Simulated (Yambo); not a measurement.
```
BaCuSF
1.0
    4.12993     0.00000     0.00000
    0.00000     4.12993     0.00000
    0.00000     0.00000     9.10647
F S Cu Ba
2 2 2 2
Direct
  0.50000   0.50000   0.00000
  0.00000   0.00000   0.00000
  0.00000   0.50000   0.35651
  0.50000   0.00000   0.64349
  0.50000   0.50000   0.50000
  0.00000   0.00000   0.50000
  0.00000   0.50000   0.81990
  0.50000   0.00000   0.18010
```

BaCuSF (space group P4/nmm, No. 129): mean Im ε in 1 eV windows above the direct gap of 2.77 eV, for different electron-hole kernels (Yambo, broadening 0.15 eV, LDA (pw.x of Quantum ESPRESSO, ONCV potentials, no spin-orbit coupling) bands; 4×4×2 mesh, 18 valence and 14 conduction bands, static screening with 99 bands and a 3 Ry block, scissor 1.28 eV, Tamm-Dancoff; field along x).

| window (eV) | independent quasiparticles | BSE |
|---|---|---|
| 2.8 to 3.8 | 3.5 | 5.4 |
| 3.8 to 4.8 | 5.3 | 4.7 |
| 4.8 to 5.8 | 4.5 | 4.6 |
| 5.8 to 6.8 | 5.3 | 6.9 |
| 6.8 to 7.8 | 6.5 | 3.7 |

This run doesn't resolve bound excitons or single peaks, so only averages are given, and they too depend on the mesh; weight that the attraction moves below the gap isn't listed. All transitions below 7.88 eV are in the band window. The scissor comes from a G0W0 run whose convergence isn't established.

The filled Cu 3d shell has no Hubbard U; semilocal functionals place it too high.

Geometry of the Materials Project entry, not relaxed at this level.

The structure is a Materials Project entry; no match was found in the copy of COD used, and its stability was not checked.

With a shallow 3d shell G0W0 needs far more bands and larger blocks than here, so the scissor is uncertain by tenths of an eV or more.
